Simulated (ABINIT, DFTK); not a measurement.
This is a calculation of MoSe for DFTK 0.8.2. The cell comes from a database or a generator and needn't be the stable form of this composition.

File run.jl:

```julia
using DFTK
using PseudoPotentialData
using Unitful, UnitfulAtomic
using LinearAlgebra, Printf
include("save.jl")
disable_threading()

# lattice vectors are the columns
lattice = austrip(1u"Å") * [           0.0     2.89287951     2.89287951;
               2.89287951            0.0     2.89287951;
               2.89287951     2.89287951            0.0]
symbols   = [:Mo, :Se]
positions = [[0.0, 0.0, 0.0],
             [0.5, 0.5, 0.5]]
pseudopotentials = PseudoFamily("dojo.nc.sr.pbe.v0_4_1.standard.upf")
elements = Dict(s => ElementPsp(s, pseudopotentials) for s in unique(symbols))
atoms    = [elements[s] for s in symbols]

build_model(lattice, positions; symmetries=true) =
    model_DFT(lattice, atoms, positions;
              functionals=PBE(),
              temperature=austrip(0.05u"eV"),
              smearing=Smearing.FermiDirac(),
              symmetries)
Ecut  = 43.0  # hartree
kgrid = [8, 8, 8]
tol   = 1e-6
to_GPa = ustrip(uconvert(u"GPa", 1u"hartree/bohr^3"))

model = build_model(lattice, positions)
basis = PlaneWaveBasis(model; Ecut, kgrid)
display(basis)
scfres = self_consistent_field(basis;
                               tol,
                               nbandsalg=AdaptiveBands(model; n_bands_converge=20))
display(scfres.energies)
@printf "Fermi level: %.6f eV\n" ustrip(auconvert(u"eV", something(scfres.εF, NaN)))
forces = compute_forces_cart(scfres)
println("Forces (eV/Å)")
for (s, f) in zip(symbols, forces)
    @printf "%-3s %12.6f %12.6f %12.6f\n" s ustrip.(auconvert.(u"eV/Å", f))...
end
stress = compute_stresses_cart(scfres)
println("Stress (GPa)")
display(round.(stress * to_GPa; digits=4))
println("Levels at the first k-point (eV): ", round.(ustrip.(auconvert.(u"eV", scfres.eigenvalues[1][1:scfres.n_bands_converge])); digits=4))
save_scf!(scfres; forces, stress)
```

Potentials or basis: dojo.nc.sr.pbe.v0_4_1.standard.upf (PBE).

The run is started by

```bash
$ julia --threads=1 run.jl  # save.jl only writes the numbers to a file and isn't shown; printed stress counts tension as positive; times include loading and compiling
```

Question: What does the same run look like in ABINIT 10.8.3 (patched build)? Potentials or basis there: JTH PAW PBE v2.0, cutoff 408 eV.

Answer: As run (cutoffs and basis follow the program's own potentials, and thresholds, step limits or extra output files can differ):

File run.abi:

```
pp_dirpath "./"
pseudos "Mo.GGA_PBE-JTH.xml, Se.GGA_PBE-JTH.xml"

structure "poscar:POSCAR"
natom 2

ecut 15.0
pawecutdg 30.0
pawxcdev 0

kptopt 1
ngkpt 8 8 8
nshiftk 1
shiftk 0.0 0.0 0.0

ixc 11

nband 14
occopt 3
tsmear 0.00183747

nstep 100
tolvrs 1.0e-9

iomode 3
prtwf 0
prteig 0
prtebands 0
prtden 1
prtvha 1
prtvclmb 1
prtpot 1
```

Contents of POSCAR:

```
MoSe
1.0
    0.0000000000      2.8928795100      2.8928795100
    2.8928795100      0.0000000000      2.8928795100
    2.8928795100      2.8928795100      0.0000000000
Mo Se
1 1
Direct
    0.0000000000      0.0000000000      0.0000000000  Mo
    0.5000000000      0.5000000000      0.5000000000  Se
```

Potentials or basis: JTH PAW PBE v2.0.

Run with:

```sh
$ abinit run.abi > log 2>&1
```

Both were run:

|  | DFTK | ABINIT |
| --- | --- | --- |
| Pressure | -20.3 GPa | -20.3 GPa |

The potentials hold 30 and 20 valence electrons a cell.

The cell lies far from this level's equilibrium.

Pressure is positive in compression.
